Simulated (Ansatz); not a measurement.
CrCuO2 (delafossite type, space group R-3m)

```xyz
4
Lattice="1.4821 0.8557 5.6402 -1.4821 0.8557 5.6402 0.0000 -1.7114 5.6402" Properties=species:S:1:pos:R:3 pbc="T T T"
Cu     0.0000     0.0000     0.0000
Cr     0.0000     0.0000     8.4603
O      0.0000     0.0000     1.8295
O      0.0000     0.0000    15.0912
```

The slice is a (-1 1 0 4) plane (indices of the conventional cell) through the point (0.000, 0.000, 0.000) (fractional), spanned by u = [1 0 -1] and v = [1 -1 1] in vectors of this cell: u (2.96 Å) and v (6.60 Å, at 90° to u). It covers one period; positions are fractions (u, v).

Computed with PBEsol (plane waves to 420 eV, PAW, scalar-relativistic; Ansatz, a quantum-chemistry and plane-wave program). k mesh 13×13×13. Near the nuclei the fields are pseudised (PAW); where an atom keeps semicore shells as valence, they peak there. CrCuO2 is run spin-polarised and with no Hubbard U. CrCuO2 was relaxed with its symmetry unable to fall. Relaxed CrCuO2 ends ferromagnetic. The PAW data are Ansatz's earlier set. Other magnetic orders were not checked, so this need not be the ground state.

Question: Predict the map of the electrostatic potential energy of an electron, from the cell's mean on the slice.

Answer: 
| v \ u | 0.00 | 0.14 | 0.29 | 0.43 | 0.57 | 0.71 | 0.86 |
|---|---|---|---|---|---|---|---|
| 0.88 | <2.0 | <2.0 | 6.9 | 9.5 | 9.5 | 6.9 | <2.0 |
| 0.75 | 7.7 | 8.8 | 10.0 | 10.4 | 10.4 | 10.0 | 8.8 |
| 0.62 | <2.0 | <2.0 | 4.7 | 8.3 | 8.3 | 4.7 | <2.0 |
| 0.50 | x | x | <2.0 | 5.4 | 5.4 | <2.0 | x |
| 0.38 | <2.0 | <2.0 | 4.7 | 8.3 | 8.3 | 4.7 | <2.0 |
| 0.25 | 7.7 | 8.8 | 10.0 | 10.4 | 10.4 | 10.0 | 8.8 |
| 0.12 | <2.0 | <2.0 | 6.9 | 9.5 | 9.5 | 6.9 | <2.0 |
| 0.00 | x | x | <2.0 | 7.6 | 7.6 | <2.0 | x |

Values: electrostatic potential energy of an electron, from the cell's mean, in eV. Points within 0.8 Å of a nucleus are blanked (x), as the pseudised field means little there. Values under 2 eV are set to 2. The zero, the cell's mean, hangs on the PAW cores.
